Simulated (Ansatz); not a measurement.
SrGeO₃ in space group P-62m (No. 189; Sr on 3g, Ge on 3f, O on 3f, O on 6i), the program Ansatz at the PBEsol level (PAW). The conduction-band minimum lies at Γ, with 1 equivalent valley. Second derivatives d²E/dk² of the lowest band at one valley (eV·Å²), along Cartesian directions:

```
direction  d²E/dk²
---------  -------
[100]        17.74
[010]        17.74
[001]        23.53
[110]        17.74
[101]        20.63
[011]        20.63
```

Find the principal effective masses, the density-of-states mass and the conductivity mass.

Off-diagonal terms follow from H_xy = H[110] − (H_xx + H_yy)/2, and m*/mₑ = 7.620 eV·Å² over each eigenvalue: 0.32, 0.43, 0.43. One valley's DOS mass (m₁m₂m₃)^(1/3) = 0.39, conductivity mass 3/(Σ 1/mᵢ) = 0.39 mₑ.

What effective density of states Nc follows at 300 K for parabolic valleys?

Nc = 2.509e19 × 1 × (0.39)^(3/2) ≈ 6.1e18 cm⁻³.

The first step of the workflow began from a Materials Project structure, measured or hypothetical; the Crystallography Open Database copy checked does not list it. COD files the formula under space group No. 2, 15. Whether it is the stable phase at ambient conditions was not checked. The PBEsol relaxation kept the symmetry of its start. At this level the phase is dynamically unstable (imaginary phonons). Scalar-relativistic: spin–orbit coupling is off unless named, which matters more the heavier the elements.

Potentials: the later of the program's two PAW sets.

Edges and masses are those of Kohn–Sham bands, whose gap is no quasiparticle gap.
